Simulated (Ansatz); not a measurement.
Relaxed-ion elastic tensor of Sc2InC in space group P6_3/mmc (No. 194; Sc on 4f, In on 2d, C on 2a) in GPa (Voigt order), PBEsol in the plane-wave PAW code Ansatz; density 4.99 g/cm³, 18.05 Å³ per atom.

```
 181  61.8  36.3   0.0   0.0   0.0
61.8   181  36.3   0.0   0.0   0.0
36.3  36.3   175   0.0   0.0   0.0
 0.0   0.0   0.0  43.5   0.0   0.0
 0.0   0.0   0.0   0.0  43.5   0.0
 0.0   0.0   0.0   0.0   0.0  59.8
```

Problem. Is the crystal mechanically stable?

Solution. Yes: the smallest eigenvalue of C is 43.5 GPa.

Problem. Work out the Voigt, Reuss and Hill averages.

Solution. K_V = 89.5, K_R = 89.0, K_H = 89.3; G_V = 56.2, G_R = 53.8, G_H = 55.0 GPa.

Problem. Give Young's modulus, Poisson's ratio, Pugh's ratio and the universal anisotropy index.

Solution. E = 9KG/(3K + G) = 137 GPa; ν = 0.24; K/G = 1.62 (brittle by the Pugh limit of 1.75); A_U = 5G_V/G_R + K_V/K_R − 6 = 0.23.

Problem. Estimate the sound speeds and the Debye temperature.

Solution. v_l = √((K + 4G/3)/ρ) = 5710 m/s, v_t = √(G/ρ) = 3320 m/s, mean 3680 m/s; Θ = (h/k)(3n/4πV)^(1/3) v_m = 418 K.

Problem. Solve the Christoffel equation for the three sound speeds along x, y, z.

Solution. Eigenvalues of C_ijkl n_j n_l equal ρv². In km/s, slowest first: x 2.95, 3.46, 6.03; y 2.95, 3.46, 6.03; z 2.95, 2.95, 5.92.

Problem. How much does each axis shrink under pressure?

Solution. Linear compressibilities β_i = Σ_j S_ij (j = 1 to 3): x 3.5, y 3.5, z 4.3 per TPa.

The workflow started from a Materials Project entry (that database holds measured and hypothetical structures alike); the Crystallography Open Database copy checked does not list it. Its standing as an ambient phase is unchecked. The PBEsol relaxation kept the symmetry of its start; its stability against distortions is not shown here. The run is not spin-polarised. As this level gives no gap, shear constants depend on the k-mesh and smearing (Fermi–Dirac, 0.1 eV here).

Potentials: the later of the program's two PAW sets.
